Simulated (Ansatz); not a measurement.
Trial structures of Sn₃As: starts and ends

The calculation used Ansatz, DFT PBE, scalar-relativistic, plane waves, PAW. All cells share a 420 eV cutoff and Γ-centred k meshes spaced at most about 0.3 Å⁻¹ (about 0.25 or finer for metals, 2π included). No spin polarisation in the final relaxations.

Each guess was relaxed in cell and atoms at zero pressure, within the symmetry of its start. These are static total energies at zero pressure. Coordination counts Sn atoms around As (those within 1.25 times the shortest such distance or 1.15 times the sum of covalent radii, 1.27 where that leaves under three; a plus sign parts nearer from farther groups; the shortest distance is added where it exceeds 1.18 times the sum of covalent radii).

```tsv
guess	made from	start group	V start (Å³/atom)	end group	V end (Å³/atom)	coordination at the end	gap on mesh (eV)	E over the lowest end (meV/atom)
1	random cell	Fm-3m	28.7	?	?	?	?	?
2	CdPd3 type	P6_3/mmc	25.3	P6_3/mmc (Ni3Sn (D0_19))	25.7	As 12 from 3.3 Å	0	89
3	Pt3Pb type	Pm-3m	23.5	Pm-3m (Cu3Au (L1_2))	25.9	As 12 from 3.3 Å	0	95
4	Sb3Au type	Im-3m	27.5	Im-3m	27.0	As 6	0	0
```

Guess 1 as it starts:

Space group Fm-3m (No. 225). a = 7.714 Å, b = 7.714 Å, c = 7.714 Å, α = 90.00°, β = 90.00°, γ = 90.00°
| atom | site | symmetry | x | y | z |
| --- | --- | --- | --- | --- | --- |
| Sn | 4a | m-3m | 0.0000 | 0.0000 | 0.0000 |
| Sn | 8c | -43m | 0.2500 | 0.7500 | 0.7500 |
| As | 4b | m-3m | 0.5000 | 0.0000 | 0.0000 |

Question: Predict the end of this guess and its energy over the lowest end.

Answer: It ends in the BiF3 (D0_3) type, space group Fm-3m (No. 225), with a = 7.415 Å, 25.5 Å³/atom and no gap. It lies 115 meV/atom over the lowest end, above guess 3 and so the highest of the set. Counting Sn atoms around As, this end has As 8+6 from 3.2 Å and the lowest (guess 4) has As 6.

Space group Fm-3m (No. 225). a = 7.415 Å, b = 7.415 Å, c = 7.415 Å, α = 90.00°, β = 90.00°, γ = 90.00°
```
atom  site  symmetry       x       y       z
  Sn    4a      m-3m  0.0000  0.0000  0.0000
  Sn    8c      -43m  0.2500  0.7500  0.7500
  As    4b      m-3m  0.5000  0.0000  0.0000
```

Formation energies are uncorrected and refer to the elements' standard structures at the same level. The references include grey tin.

Question: Is the lowest end bound against the elements?

Answer: No: its formation energy is +0.05 eV/atom. It can't be a ground state, since the elements alone are lower.

For metals, differences of a few meV/atom aren't resolved. In Im-3m, Pm-3m, Fm-3m an odd number of electrons in the primitive cell allows no gap without spin; a larger cell or a magnetic state could open one. A magnetic state wasn't ruled out in cells without spin, among them Im-3m, Pm-3m, Fm-3m. The reference form of As is held partly by dispersion forces, which this level lacks. Cells relaxed within their symmetry can be saddle points. A lower structure may well exist outside this small set. Some candidate types were left out of the draw beforehand, so a known form may be missing.
